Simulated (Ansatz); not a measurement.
SiGe (CsCl type, space group No. 221) at seven volumes, PBE in the plane-wave PAW code Ansatz, scaled uniformly. One row is withheld.

```
V (Å³/atom)  P (GPa)
-----------  -------
15.500          8.83
16.011          5.34
16.521             ?
17.032          0.00
17.543         -1.95
18.054         -3.62
18.565         -5.06
```

Fit the shown pressures and predict the withheld one.

P = (3/2)B₀(x^(7/2) − x^(5/2))[1 + (3/4)(B′ − 4)(x − 1)] with x = (V₀/V)^(2/3). Least squares on the six rows gives V₀ = 17.040 Å³/atom, B₀ = 73.1 GPa, B′ = 5.11. At V = 16.521, x = 1.0208 and P = 2.45 GPa. The run itself gave 2.42 GPa.

Space group Pm-3m (CsCl type). The cell is a constructed one: a structure type filled with these elements; neither database checked (COD, Materials Project) lists it. Its standing as an ambient phase is unchecked. Symmetry was held in the PBE relaxation; whether a distortion lowers the energy is not shown.

Potentials: the later of the program's two PAW sets.
